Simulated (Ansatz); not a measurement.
Ge2Sb2Te5:
Space group P-3m1 (No. 164); a = 4.247 Å, b = 4.247 Å, c = 17.346 Å, α = 90.00°, β = 90.00°, γ = 120.00°

| atom | site | symmetry | x | y | z |
|---|---|---|---|---|---|
| Te | 1a | -3m. | 0.0000 | 0.0000 | 0.0000 |
| Ge | 2d | 3m. | 0.6667 | 0.3333 | 0.0987 |
| Te | 2d | 3m. | 0.3333 | 0.6667 | 0.1949 |
| Sb | 2c | 3m. | 0.0000 | 0.0000 | 0.3115 |
| Te | 2d | 3m. | 0.6667 | 0.3333 | 0.4097 |

Relaxed with r²SCAN+D4.

Problem. Tabulate the valence density and the electron localisation function along the shortest Ge–Te contact (2.97 Å), r²SCAN+D4 (plane waves, PAW; program Ansatz).

Solution. 

```csv
distance from Ge (Å),density (e/Å³),ELF
0.30,20.78,0.02
0.44,7.04,0.09
0.59,2.27,0.25
0.74,0.97,0.39
0.89,0.53,0.43
1.04,0.37,0.45
1.19,0.29,0.49
1.33,0.26,0.52
1.48,0.28,0.57
1.63,0.33,0.65
1.78,0.42,0.65
1.93,0.57,0.57
2.08,0.82,0.50
2.22,1.69,0.40
2.37,4.07,0.22
2.52,8.02,0.06
2.67,12.54,0.01
```

The density is the valence pseudo-density with augmentation charge, so density and ELF within about 1 Å of a nucleus are not all-electron values.

The r²SCAN+D4 relaxation kept the symmetry of its start. Spin–orbit coupling is left out wherever it is not named.

Potentials: the later of the program's two PAW sets.
